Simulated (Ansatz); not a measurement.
BeS:
```
BeS
1.0
    3.43687     0.00000     0.00000
   -1.71843     2.97641     0.00000
    0.00000     0.00000     7.80468
Be S
3 3
Direct
  0.50000   0.00000   0.00000
  0.00000   0.50000   0.33333
  0.50000   0.50000   0.66667
  0.50000   0.00000   0.50000
  0.00000   0.50000   0.83333
  0.50000   0.50000   0.16667
```

Relaxed with r²SCAN+D4.

### Question
Map the electron localisation function on the plane through (0.000, 0.500, 0.333) spanned by u = [1, 0, 0] and v = [0, 0, 1] in lattice vectors, from DFT-r²SCAN+D4 in the program Ansatz with PAW potentials.

### Answer
x is the fraction of u, y of v (the angle between them is 90°; rows are the nearest grid lines); atoms in the plane: Be at (0.00, 0.00), Be at (0.50, 0.33), S at (0.00, 0.50), S at (0.50, 0.83).
```
|   :=++++++++=:   |
|  =%@@@@%%@@@@%=  |
|.:#@@@@@%%@@@@@#:.|
|:=#@@@%=..=%@@@#=:|
|.:+#%%+    +%%#+:.|
| .=*%%*:  :*%%*=. |
|  .-*#%%%%%%#*-.  |
|.....-+####+-.....|
|##*=:........:=*##|
|%%%#+:.    .:+#%%%|
|+*#%%*=.  .=*%%#*+|
|  :#%%*-..-*%%#:  |
|  -%@@#=::=#@@%-  |
|+#@@@@%*::*%@@@@#+|
|%@@@@@#:  :#@@@@@%|
|##%%%#-    -#%%%##|
|.::::.      .::::.|
|   .:::....:::.   |
|  .::--::::--::.  |
|...:--::..::--:...|
|::---:..  ..:---::|
|..:::..    ..:::..|
|   ....    ....   |
|   :=++++++++=:   |
```
Scale: ten equal steps from 0.000 (start of ' ') to 0.926 (end of '@'), in the order ' .:-=+*#%@'; x runs from 0.000 to 1.00, y from 0.000 (bottom) to 1.00 (top).

The density is the valence pseudo-density with augmentation charge, so density and ELF within about 1 Å of a nucleus are not all-electron values.

Space group P6_422. The start of the workflow was typed in or built on a structure type; neither database checked (COD, Materials Project) lists it. COD files the formula under space group No. 216, so this cell is another polymorph or a model. Whether it is the stable phase at ambient conditions was not checked. The r²SCAN+D4 relaxation kept the symmetry of its start; its stability against distortions is not shown here.

Potentials: the earlier of the program's two PAW sets.
